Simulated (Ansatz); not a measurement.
HgPd:
```xyz
2
Lattice="3.0444 0.0000 0.0000 0.0000 3.0444 0.0000 0.0000 0.0000 3.7717" Properties=species:S:1:pos:R:3 pbc="T T T"
Hg     0.0000     0.0000     0.0000
Pd     1.5222     1.5222     1.8858
```

This is the r²SCAN-relaxed structure.

**Question.** All from r²SCAN (plane waves, PAW; program Ansatz), unless another level is named. Predict the formation energy from the elements (no fitted shifts).

**Answer.** -0.23 eV/atom.

**Question.** Predict the density of states at the Fermi level.

**Answer.** 0.24 states/eV per atom (mean over ±0.08 eV).

Space group P4/mmm (L1₀ or tetragonal B2). The first step of the workflow began from a Materials Project structure, measured or hypothetical; the Crystallography Open Database files this formula in space group No. 123, but the cells were not matched. Its standing as an ambient phase is unchecked. The cell was relaxed with r²SCAN under the symmetry of its start; its stability against distortions is not shown here. The run is not spin-polarised. The references are the lowest solids computed at this level, not always the standard phases. Scalar-relativistic: spin–orbit coupling is off unless named, which matters more the heavier the elements.

Potentials: the later of the program's two PAW sets.
